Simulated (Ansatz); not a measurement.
A relaxed cell of Al2Cu (I4/mmm (No. 139)), relaxed on a k-mesh at least as fine as the one used below. All values below come from PBE (plane waves to 420 eV, PAW, scalar-relativistic; Ansatz, a quantum-chemistry and plane-wave program). Γ-centred k-mesh 10×5×13 on the run's cell (coarser than for final values), Fermi–Dirac smearing 0.05 eV.

```xyz
6
Lattice="-1.7199 1.7199 3.8450 3.4397 -3.4397 7.6900 1.7199 1.7199 -3.8450" Properties=species:S:1:pos:R:3 pbc="T T T"
Cu     0.0000     0.0000     0.0000
Cu     1.7199    -1.7199     3.8450
Al     0.0000     0.0000     2.5707
Al     1.7199    -1.7199     6.4157
Al     0.0000     0.0000     5.1193
Al     1.7199    -1.7199     8.9643
```

The atoms are displaced by (Å):

```
atom      ux      uy      uz
----  ------  ------  ------
Cu1   -0.179   0.079   0.205
Cu2    0.063  -0.125  -0.093
Al3    0.012  -0.082  -0.024
Al4   -0.141  -0.072  -0.054
Al5   -0.143   0.072   0.018
Al6   -0.055  -0.014   0.064
```

Problem. What forces (eV/Å) and pressure result?

Solution. 
```
atom     Fx     Fy     Fz
----  -----  -----  -----
Cu1    0.08  -0.06  -1.25
Cu2   -0.21   0.08   0.55
Al3   -0.38   0.39   1.41
Al4    0.38   0.25   0.36
Al5    0.33  -0.56  -1.00
Al6   -0.20  -0.09  -0.07
```

Pressure +2.0 GPa.

Problem. Estimate the energy cost of the displacement in the harmonic approximation and compare with the calculation.

Solution. For a harmonic well ΔE = −½ Σ F·u = 0.304 eV a cell, or 51 meV/atom. The calculated energy relative to the undisplaced cell is +0.05 eV/atom, so the harmonic estimate holds well.

The undisplaced cell is probably no minimum: from this displacement the run went on to C2/m (No. 12) at a tolerance of 0.01 Å, Immm (No. 71) at 0.1 Å, 0.05 eV/atom below it.

No spin polarisation in the result.

The first start was generated by placing the elements on the sites of a structure type. Materials Project lists a structure of Al2Cu in the same space group, I4/mmm (No. 139); the sites were not compared with it, nor with measured phases. Known forms of Al2Cu include space group No. 140.
